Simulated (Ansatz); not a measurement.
Relaxation of a generated cell, NiGe built in the AFLOW prototype AB_hP12_186_a2b_a2b (B6, as in SiC); 12 atoms in the cell, which starts as P6₃mc (No. 186), hP12; a = b = 3.387 Å, c = 16.621 Å, α = β = 90.00°, γ = 120.00°. These are PBE (plane waves to 420 eV, PAW, scalar-relativistic; Ansatz, an electronic-structure program) values and carry that method's errors. Γ-centred k-mesh 6×6×2 on the run's cell (coarser than for final values), Fermi–Dirac smearing 0.05 eV. This is the first round of the run. Spin-polarised start, with parallel moments on Ni.

The optimiser's lines from the output (shortened; P is positive under compression):

```
relax step   1: F+E_penalty+E_count = -60796.95666617 eV  Δ(F+E_penalty+E_count) = +0.000e0 eV  max|allowed force component| = 2.369e-1 eV/Å  Δτ_max = 0.0000 Å  P = +55.421 GPa  Ω = 165.164 Å³  (19 SCF iters, dr2 threshold 1.00e-7 eV, accepted)
relax step   2: F+E_penalty+E_count = -60802.78469041 eV  Δ(F+E_penalty+E_count) = -5.828e0 eV  max|allowed force component| = 7.571e-2 eV/Å  Δτ_max = 0.0049 Å  P = +21.801 GPa  Ω = 190.572 Å³  (14 SCF iters, dr2 threshold 1.20e-6 eV, accepted)
relax step   3: F+E_penalty+E_count = -60804.51076267 eV  Δ(F+E_penalty+E_count) = -1.726e0 eV  max|allowed force component| = 5.282e-2 eV/Å  Δτ_max = 0.0077 Å  P = +5.686 GPa  Ω = 211.615 Å³  (14 SCF iters, dr2 threshold 1.20e-6 eV, accepted)
relax step   4: F+E_penalty+E_count = -60804.68011786 eV  Δ(F+E_penalty+E_count) = -1.694e-1 eV  max|allowed force component| = 4.232e-2 eV/Å  Δτ_max = 0.0082 Å  P = +0.656 GPa  Ω = 220.215 Å³  (12 SCF iters, dr2 threshold 1.20e-6 eV, accepted)
relax step   5: F+E_penalty+E_count = -60804.68667993 eV  Δ(F+E_penalty+E_count) = -6.562e-3 eV  max|allowed force component| = 3.769e-2 eV/Å  Δτ_max = 0.0070 Å  P = -0.108 GPa  Ω = 221.500 Å³  (10 SCF iters, dr2 threshold 1.20e-6 eV, accepted)
relax step   6: F+E_penalty+E_count = -60804.70027534 eV  Δ(F+E_penalty+E_count) = -1.360e-2 eV  max|allowed force component| = 4.612e-2 eV/Å  Δτ_max = 0.0321 Å  P = -1.312 GPa  Ω = 222.160 Å³  (13 SCF iters, dr2 threshold 1.72e-7 eV, accepted)
relax step   7: F+E_penalty+E_count = -60804.70815170 eV  Δ(F+E_penalty+E_count) = -7.876e-3 eV  max|allowed force component| = 3.134e-2 eV/Å  Δτ_max = 0.0075 Å  P = -0.414 GPa  Ω = 220.858 Å³  (10 SCF iters, dr2 threshold 1.20e-6 eV, accepted)
relax step   8: F+E_penalty+E_count = -60804.71200729 eV  Δ(F+E_penalty+E_count) = -3.856e-3 eV  max|allowed force component| = 1.341e-2 eV/Å  Δτ_max = 0.0112 Å  P = +0.001 GPa  Ω = 219.541 Å³  (10 SCF iters, dr2 threshold 5.46e-7 eV, accepted)
relax step   9: F+E_penalty+E_count = -60804.71211673 eV  Δ(F+E_penalty+E_count) = -1.094e-4 eV  max|allowed force component| = 1.434e-3 eV/Å  Δτ_max = 0.0017 Å  P = +0.001 GPa  Ω = 219.467 Å³  (11 SCF iters, dr2 threshold 1.12e-8 eV, accepted)
relax step  10: F+E_penalty+E_count = -60804.98440248 eV  Δ(F+E_penalty+E_count) = -2.723e-1 eV  max|allowed force component| = 9.029e-3 eV/Å  Δτ_max = 0.0000 Å  P = +2.427 GPa  Ω = 219.467 Å³  stress off target by 4.15e0 GPa  SCF on the basis re-selected at this cell (its energy is not comparable with the rows above)  (18 SCF iters)
relax step  11: F+E_penalty+E_count = -60805.09448088 eV  Δ(F+E_penalty+E_count) = -1.101e-1 eV  max|allowed force component| = 4.841e-2 eV/Å  Δτ_max = 0.0187 Å  P = +0.778 GPa  Ω = 222.151 Å³  (11 SCF iters, dr2 threshold 1.20e-6 eV, accepted)
relax step  12: F+E_penalty+E_count = -60805.36646371 eV  Δ(F+E_penalty+E_count) = -2.720e-1 eV  max|allowed force component| = 1.250e-1 eV/Å  Δτ_max = 0.0360 Å  P = -0.654 GPa  Ω = 222.158 Å³  (10 SCF iters, dr2 threshold 1.20e-6 eV, accepted)
relax step  13: F+E_penalty+E_count = -60805.71805756 eV  Δ(F+E_penalty+E_count) = -3.516e-1 eV  max|allowed force component| = 1.297e-1 eV/Å  Δτ_max = 0.0395 Å  P = -2.098 GPa  Ω = 218.621 Å³  (12 SCF iters, dr2 threshold 1.20e-6 eV, accepted)
relax step  14: F+E_penalty+E_count = -60806.16782817 eV  Δ(F+E_penalty+E_count) = -4.498e-1 eV  max|allowed force component| = 1.164e-1 eV/Å  Δτ_max = 0.0400 Å  P = -2.004 GPa  Ω = 207.809 Å³  (13 SCF iters, dr2 threshold 1.20e-6 eV, accepted)
relax step  15: F+E_penalty+E_count = -60806.67864405 eV  Δ(F+E_penalty+E_count) = -5.108e-1 eV  max|allowed force component| = 1.979e-1 eV/Å  Δτ_max = 0.0377 Å  P = -2.770 GPa  Ω = 196.629 Å³  (12 SCF iters, dr2 threshold 1.20e-6 eV, accepted)
relax step  16: F+E_penalty+E_count = -60807.13576749 eV  Δ(F+E_penalty+E_count) = -4.571e-1 eV  max|allowed force component| = 1.915e-1 eV/Å  Δτ_max = 0.0350 Å  P = -0.803 GPa  Ω = 181.359 Å³  (16 SCF iters, dr2 threshold 1.20e-6 eV, accepted)
relax step  17: F+E_penalty+E_count = -60807.02359499 eV  Δ(F+E_penalty+E_count) = +1.122e-1 eV  max|allowed force component| = 4.274e-1 eV/Å  Δτ_max = 0.0436 Å  P = +1.669 GPa  Ω = 166.986 Å³  (16 SCF iters, dr2 threshold 1.20e-6 eV, rejected (line search))
relax step  18: F+E_penalty+E_count = -60807.21255686 eV  Δ(F+E_penalty+E_count) = -7.679e-2 eV  max|allowed force component| = 1.500e-1 eV/Å  Δτ_max = 0.0176 Å  P = -0.639 GPa  Ω = 177.040 Å³  (27 SCF iters, accepted)
relax step  19: F+E_penalty+E_count = -60807.22479489 eV  Δ(F+E_penalty+E_count) = -1.224e-2 eV  max|allowed force component| = 2.616e-2 eV/Å  Δτ_max = 0.0087 Å  P = +0.352 GPa  Ω = 174.337 Å³  (13 SCF iters, dr2 threshold 1.20e-6 eV, accepted)
relax step  20: F+E_penalty+E_count = -60807.22540559 eV  Δ(F+E_penalty+E_count) = -6.107e-4 eV  max|allowed force component| = 7.071e-3 eV/Å  Δτ_max = 0.0013 Å  P = +0.014 GPa  Ω = 174.533 Å³  (11 SCF iters, dr2 threshold 1.20e-6 eV, accepted)
relax step  21: F+E_penalty+E_count = -60807.69003203 eV  Δ(F+E_penalty+E_count) = -4.646e-1 eV  max|allowed force component| = 3.126e-2 eV/Å  Δτ_max = 0.0000 Å  P = +3.558 GPa  Ω = 174.533 Å³  stress off target by 1.00e1 GPa  SCF on the basis re-selected at this cell (its energy is not comparable with the rows above)  (18 SCF iters)
relax step  22: F+E_penalty+E_count = -60807.84543412 eV  Δ(F+E_penalty+E_count) = -1.554e-1 eV  max|allowed force component| = 7.017e-2 eV/Å  Δτ_max = 0.0087 Å  P = +1.473 GPa  Ω = 174.532 Å³  (12 SCF iters, dr2 threshold 1.20e-6 eV, accepted)
relax step  23: F+E_penalty+E_count = -60807.85828538 eV  Δ(F+E_penalty+E_count) = -1.285e-2 eV  max|allowed force component| = 1.161e-1 eV/Å  Δτ_max = 0.0076 Å  P = -0.609 GPa  Ω = 176.338 Å³  (12 SCF iters, dr2 threshold 1.20e-6 eV, accepted)
relax step  24: F+E_penalty+E_count = -60807.86728048 eV  Δ(F+E_penalty+E_count) = -8.995e-3 eV  max|allowed force component| = 1.343e-2 eV/Å  Δτ_max = 0.0057 Å  P = -0.045 GPa  Ω = 175.849 Å³  (12 SCF iters, dr2 threshold 1.20e-6 eV, accepted)
relax step  25: F+E_penalty+E_count = -60807.86736716 eV  Δ(F+E_penalty+E_count) = -8.668e-5 eV  max|allowed force component| = 5.263e-3 eV/Å  Δτ_max = 0.0012 Å  P = -0.005 GPa  Ω = 175.803 Å³  (13 SCF iters, dr2 threshold 3.36e-8 eV, accepted)
relax step  26: F+E_penalty+E_count = -60807.86812732 eV  Δ(F+E_penalty+E_count) = -7.602e-4 eV  max|allowed force component| = 5.106e-3 eV/Å  Δτ_max = 0.0000 Å  P = -0.003 GPa  Ω = 175.803 Å³  stress off target by 4.85e-3 GPa  SCF on the basis re-selected at this cell (its energy is not comparable with the rows above)  (17 SCF iters)
```

From the first to the last row the energy changes by -0.91 eV/atom and the volume by +6.4 %. The last row is marked as not comparable with the walk above it, whose basis was carried along; it does compare with step 1, since both stand on a basis selected at the nominal cutoff for their own cell.

Energy and pressure jump between steps 20 and 21 at one geometry, where the plane-wave basis was selected anew. While the cell walks, the set of plane waves is carried along, so its effective cutoff drifts with the strain; re-selecting it at 420 eV moved the energy by -0.039 eV/atom and the pressure by 3.5 GPa. Only step 1 and rows on a re-selected basis compare with each other.

Step 17 was rejected by the optimiser.

Later rounds, restarted from the end of this one on a renewed k-mesh, logged 11 more steps and released under 0.01 eV/atom more. The final structure after all rounds: P6₃mc (No. 186), hP12; a = b = 2.8798 Å, c = 24.5788 Å, α = β = 90.00°, γ = 120.00°. Between re-selections the logged energies stand on a plane-wave basis carried along with the cell. No spin polarisation in the result: the starting moments vanished. A magnetic state may lie lower.

The run could not lose the symmetry of its start, so the end can be a saddle point.

The relaxed structure here is a generated cell of NiGe: the first start was made by placing the elements on the sites of a structure type, and the end was not matched to a known phase here, so it may be hypothetical.
